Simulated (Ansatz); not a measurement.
**Ca7Y: relaxed-ion elastic tensor**

Method: DFT PBE, scalar-relativistic, plane waves, PAW in Ansatz. Settings: 420 eV plane-wave cutoff, Γ-centred 6×6×6 mesh, Fermi-Dirac smearing of 0.15 eV. No spin polarisation.

Equilibrium structure at this level:
```
CELL_PARAMETERS angstrom
6.88397 0.00000 0.00000
0.00000 6.88397 0.00000
0.00000 0.00000 6.93122
ATOMIC_POSITIONS crystal
Ca 0.00000 0.25251 0.24258
Ca 0.50000 0.00000 0.24806
Ca 0.74749 0.00000 0.75742
Ca 0.00000 0.74749 0.24258
Ca 0.00000 0.50000 0.75194
Ca 0.50000 0.50000 0.50000
Ca 0.25251 0.00000 0.75742
Y 0.50000 0.50000 0.00000
```

The cell was found from a structure generator's guess, not taken from experiment. In a metal, frequencies and elastic constants depend on the k mesh and the smearing, soft modes and shear constants most.

(1) Give the relaxed-ion elastic constants (GPa, Voigt order xx yy zz yz xz xy, on the Cartesian axes of the cell above).

(2) Is the crystal stable against homogeneous strain?

Results:

(1)
```
42.9  6.3  6.2  0.0  0.0  0.0
 6.3 42.9  6.2  0.0  0.0  0.0
 6.2  6.2 43.1  0.0  0.0  0.0
 0.0  0.0  0.0  4.2  0.0  0.0
 0.0  0.0  0.0  0.0  4.2  0.0
 0.0  0.0  0.0  0.0  0.0  1.4
```

(2) Too close to call: the least eigenvalue is 1.5 GPa, within what the k mesh leaves open in a metal.
